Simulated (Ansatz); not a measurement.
## In3Sb: stationary points along a deformation path

All numbers below come from DFT PBEsol+D3(BJ), scalar-relativistic, plane waves, PAW (Ansatz 0.2.0). Cutoff 420 eV, Γ-centred 12×12×12 k-points, Gaussian smearing of 0.15 eV. No spin polarisation. Energies are free energies at this smearing, counted from the undisturbed cell; pressure is positive in compression.

Zero of the scan (relaxed at this level; it needn't be the usual structure):

```yaml
crystal:
  lattice:
    - [4.64024, 0.00000, 0.00000]
    - [0.00000, 4.64024, 0.00000]
    - [0.00000, 0.00000, 4.64024]
  atoms:
    - { symbol: In, position: [0.50000, 0.50000, 0.00000] }
    - { symbol: In, position: [0.50000, 0.00000, 0.50000] }
    - { symbol: In, position: [0.00000, 0.50000, 0.50000] }
    - { symbol: Sb, position: [0.00000, 0.00000, 0.00000] }
```

At fixed volume and fractional coordinates, lengths along (0.000, 0.000, 1.000) are scaled against those across it; ρ is that ratio over its starting value. V = 24.978 Å³/atom. Δσ is the stress along the axis less the mean stress across it (compression positive).

| ρ | ΔE (meV/atom) | Δσ (GPa) | space group |
| --- | --- | --- | --- |
| 0.650 | 14.9 | -0.85 | P4/mmm |
| 0.707 | 17.8 | 1.04 | P4/mmm |
| 0.780 | -2.0 | 1.49 | P4/mmm |
| 0.850 | -5.0 | -0.36 | P4/mmm |
| 0.920 | -1.3 | -0.45 | P4/mmm |
| 0.960 | 0.0 | -0.03 | P4/mmm |
| 1.000 | 0.0 | 0.00 | Pm-3m |
| 1.100 | 2.8 | -0.46 | P4/mmm |
| 1.200 | 8.5 | -1.03 | P4/mmm |
| 1.300 | 25.6 | -3.40 | P4/mmm |
| 1.414 | 69.5 | -7.04 | P4/mmm |
| 1.500 | 125.0 | -11.21 | P4/mmm |

Q: How does the stress give the slope of the energy, and where is the energy stationary?

A: Along the path d ln(length) is 2/3 d ln ρ on the axis and −1/3 d ln ρ across it, so dE/d ln ρ = −(2/3) V Δσ: the energy falls with ρ where Δσ is positive. Δσ vanishes or changes sign between ρ = 0.650 and 0.707, a maximum (near 0.67 by linear interpolation); between ρ = 0.780 and 0.850, a minimum (near 0.84 by linear interpolation); at ρ = 1.000 (Pm-3m), a stationary point at 0.0 meV/atom. Pairs of stationary points between two samples would go unseen, and could change a minimum read from distant neighbours into a maximum. At ρ = 1.000 the cell is cubic, where symmetry alone makes the stress isotropic and the slope zero.

Q: Which shear constant sets the curvature at ρ = 1?

A: For a cubic crystal E/V = (2/3) C (ln ρ)² with C = C′ = (C11 − C12)/2, so Δσ = −2C ln ρ. The parabola of Δσ against ln ρ through ρ = 0.960, 1 and 1.100 gives C ≈ 0.5 GPa with the ions clamped, rough because the steps are large.

Q: Integrate that slope from ρ = 1 to 0.850 by the trapezoid rule.

A: With V/N in Å³ and 1 eV/Å³ = 160.2 GPa the slopes at ρ = 1.000, 0.960, 0.920, 0.850 are 0, 3, 47, 37 meV/atom per unit of ln ρ. The steps add (-0.1) + (-1.1) + (-3.3) = -4.5 meV/atom, against -5.0 from the energies; the trapezoid rule misses the curvature of the slope within each step.

Q: Is the start the lowest point of the path?

A: No: ρ = 0.850 lies 5.0 meV/atom lower, with no sampled rise above the start on the way. Volume and inner coordinates are held, so a relaxed structure there would lie lower still.

In a metal these slopes depend on the k mesh and the smearing.

Cost: 12 runs of about 5.1 core-minutes in all, on Intel Xeon Platinum 8488C (Sapphire Rapids) (shared hosts).